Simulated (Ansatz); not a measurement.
Input:

Re3W:
```cif
data_Re3W
_chemical_formula_sum 'Re3 W1'
_space_group_name_H-M_alt 'P 1'
_space_group_IT_number 1
_cell_length_a 4.76288
_cell_length_b 4.76288
_cell_length_c 4.76288
_cell_angle_alpha 131.880
_cell_angle_beta 131.880
_cell_angle_gamma 70.418
loop_
_space_group_symop_operation_xyz
  'x, y, z'
loop_
_atom_site_label
_atom_site_type_symbol
_atom_site_fract_x
_atom_site_fract_y
_atom_site_fract_z
_atom_site_occupancy
Re1 Re 0.75000 0.25000 0.50000 1
Re2 Re 0.25000 0.75000 0.50000 1
Re3 Re 0.50000 0.50000 0.00000 1
W1 W 0.00000 0.00000 0.00000 1
```

This is the LDA-relaxed structure.

Task: All from DFT-LDA in the program Ansatz with PAW potentials, unless another level is named. Give the bulk modulus (Birch–Murnaghan fit).

Result: 379 GPa.

Task: Next, the highest zone-centre frequency?

Result: 218 cm⁻¹.

Space group I4/mmm. The first step of the workflow began from a Materials Project structure, measured or hypothetical; the Crystallography Open Database copy checked does not list it. Whether it is the stable phase at ambient conditions was not checked. The LDA relaxation kept the symmetry of its start; its stability against distortions is not shown here. No spin polarisation was allowed. As this level gives no gap, phonon frequencies hold no LO–TO term and depend on the k-mesh and smearing (Fermi–Dirac, 0.1 eV here). Spin–orbit coupling is left out wherever it is not named.

Potentials: the later of the program's two PAW sets.
